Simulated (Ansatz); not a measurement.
Calculated field gradients at the nuclei for AlN

The cell is a structure deposited in the COD, ions relaxed with PBE at fixed cell.

```cif
data_structure
_symmetry_space_group_name_H-M 'P 1'
_symmetry_Int_Tables_number 1
_cell_length_a 3.1130
_cell_length_b 3.1130
_cell_length_c 4.9810
_cell_angle_alpha 90.000
_cell_angle_beta 90.000
_cell_angle_gamma 120.000
_cell_volume 41.80
loop_
_atom_site_label
_atom_site_type_symbol
_atom_site_fract_x
_atom_site_fract_y
_atom_site_fract_z
_atom_site_occupancy
Al1 Al 0.33333 0.66667 0.99902 1
Al2 Al 0.66667 0.33333 0.49902 1
N3 N 0.33333 0.66667 0.38098 1
N4 N 0.66667 0.33333 0.88098 1
```

Sites (sets of like atoms) are named by element and the number of their first atom in this list.

All values are calculated (Ansatz; DFT, LDA, plane waves and PAW, scalar-relativistic, 420 eV cutoff, Γ-centred 11×11×6 k-points, Fermi–Dirac smearing 0.02 eV), not measured.

Conventions: |V_zz| ≥ |V_yy| ≥ |V_xx|, η = (V_xx − V_yy)/V_zz, C_Q = eQV_zz/h.

²⁷Al: I = 5/2, Q = 146.6 mb; 14N: I = 1, Q = 20.44 mb. Quadrupole moments are those of Pyykkö's year-2017 table.

**Question.** What field gradients does the calculation give at each kind of site?

**Answer.** 

```json
{"site": "Al", "atoms (order as listed)": "1, 2", "first shell": "4 N at 1.89–1.90 Å; also 1 N at 3.08 Å", "V_xx, V_yy, V_zz (10²¹ V/m²)": "-0.24, -0.24, 0.48", "η": "0.00", "C_Q (MHz)": "1.70"}
{"site": "N", "atoms (order as listed)": "3, 4", "first shell": "4 Al at 1.89–1.90 Å; also 1 Al at 3.08 Å", "V_xx, V_yy, V_zz (10²¹ V/m²)": "0.017, 0.017, -0.035", "η": "0.00", "C_Q (MHz)": "-0.017"}
```

An axis of threefold or higher order runs through Al and N, so V_zz lies along it and η is zero.

At this cell the principal stresses reach 5 GPa in size with LDA, which can matter for small gradients.

Hardware: 4 threads of Intel Xeon Platinum 8488C (Sapphire Rapids) (x86_64; 16 cores open to the job, memory cap 10.0 GiB, no GPU), a shared host with a load of 0.3 a core. Wall time 1.2 s, CPU time 3.2 s, peak memory 0.41 GiB.
